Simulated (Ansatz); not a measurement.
# Is this BeCd2S3 structure a true minimum?

It was reached by relaxing an invented guess, and it needn't be the stable form of this composition.

Method: DFT PBE, scalar-relativistic, plane waves, PAW in Ansatz 0.2.0. Cutoff 420 eV; k points 8×8×8 on the computed 6-atom cell (Γ-centred); Gaussian smearing, width 0.02 eV; no spin polarisation.

The cell below (6 atoms, space group Imm2 (No. 44)) is relaxed within its symmetry.

```
Be Cd S
1.0
    -1.93435    5.88109    2.83584
     1.93435   -5.88109    2.83584
     1.93435    5.88109   -2.83584
Be Cd S
1 2 3
Direct
  0.99008 0.99008 0.00000
  0.65242 0.99298 0.65944
  0.33354 0.99298 0.34056
  0.18805 0.68805 0.50000
  0.63486 0.78296 0.85190
  0.93106 0.78296 0.14810
```

For the test a repeat of it with 12 atoms (edges 6.81, 6.81, 6.87 Å) was strained at random (σ = 1.5 % a component), the atoms were moved at random (σ = 0.15 Å), and all was relaxed again on a coarse 4×4×2 mesh (in the run’s order of axes) with 0.10 eV smearing, with no symmetry imposed.

Question: Does it come back?

Answer: It returns, within 1 meV/atom of the unmoved cell on that mesh and with the same symmetry when read at 0.1 Å. No instability shows in this cell; modes of other wave vectors, which need another repeat, aren't tested.
